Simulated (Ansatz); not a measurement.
# Two inputs for Mg₂Mn₃InS₈

Cell: a Materials Project structure (computed, not necessarily an observed phase), atoms as given.

```cif
data_Mg2Mn3InS8
_symmetry_space_group_name_H-M 'C2/m'
_symmetry_Int_Tables_number 12
_cell_length_a 12.6719
_cell_length_b 7.3986
_cell_length_c 7.4744
_cell_angle_alpha 90.000
_cell_angle_beta 125.225
_cell_angle_gamma 90.000
loop_
_atom_site_label
_atom_site_type_symbol
_atom_site_symmetry_multiplicity
_atom_site_Wyckoff_symbol
_atom_site_fract_x
_atom_site_fract_y
_atom_site_fract_z
Mg Mg 4 i 0.1257 0.0000 0.8776
Mn3 Mn 4 f 0.2500 0.2500 0.5000
Mn4 Mn 2 d 0.5000 0.0000 0.5000
In In 2 b 0.5000 0.0000 0.0000
S7 S 4 i 0.2608 0.0000 0.2805
S8 S 8 j 0.5148 0.2321 0.2771
S10 S 4 i 0.7512 0.0000 0.2852
```

One atom of each set is listed; the run and its k-mesh use a cell of 14 atoms with edges of 7.34, 7.34, 7.47 Å.

Reference run. Level of theory: DFT, PBE, plane waves and PAW, scalar-relativistic, collinear spin, 420 eV cutoff, Γ-centred 6×6×6 k-points, Fermi–Dirac smearing 0.05 eV (Ansatz 0.2.0). Start moments as typed (μB): 4 on each Mn, none on the rest.

Task: The input is changed as follows: `kpoints.mp_grid.grid`: [6, 6, 6] → [2, 2, 2]. What happens to V_zz (10²¹ V/m²) and η?

Result: 

```tsv
site	V_zz reference	η reference	V_zz changed	η changed
Mg	-0.45	0.36	-0.43	0.41
Mn3	0.58	0.99	0.61	0.65
Mn4	-0.66	0.39	-0.67	0.36
In	-2.98	0.04	-3.22	0.05
S7	-1.94	0.20	-1.67	0.08
S8	-2.46	0.57	-2.69	0.41
S10	-2.67	0.74	-2.98	0.54
```

The largest change of V_zz is on S10, from -2.67 to -2.98. In per cent, |V_zz| changes by +8 on In, +9 to +12 on S (all sites that start above 2). Where |V_zz| stays above 0.1, η moves most on Mn3, from 0.99 to 0.65. SCF iterations: 15 and 15. In the changed run the k-mesh is coarser than the standard one, so its values aren't converged ones.

On the reference run: The run finds no gap above 0.1 eV (a metal, or nearly one), so the gradients can move by 10 % or more with the k-mesh. Without spin–orbit coupling (the program notes it for In) the gradients can shift somewhat, as the gap is small. Semilocal functionals can leave a metal where correlation in the d or f shell opens a gap in the real compound, and that would change the values at and beside Mn. All moments are parallel here, as the start or the cell imposes; many such compounds order antiparallel, where fields and spin densities carried over to other atoms largely cancel. The magnetic order is the one that the run reached from its start moments, not necessarily the measured one.
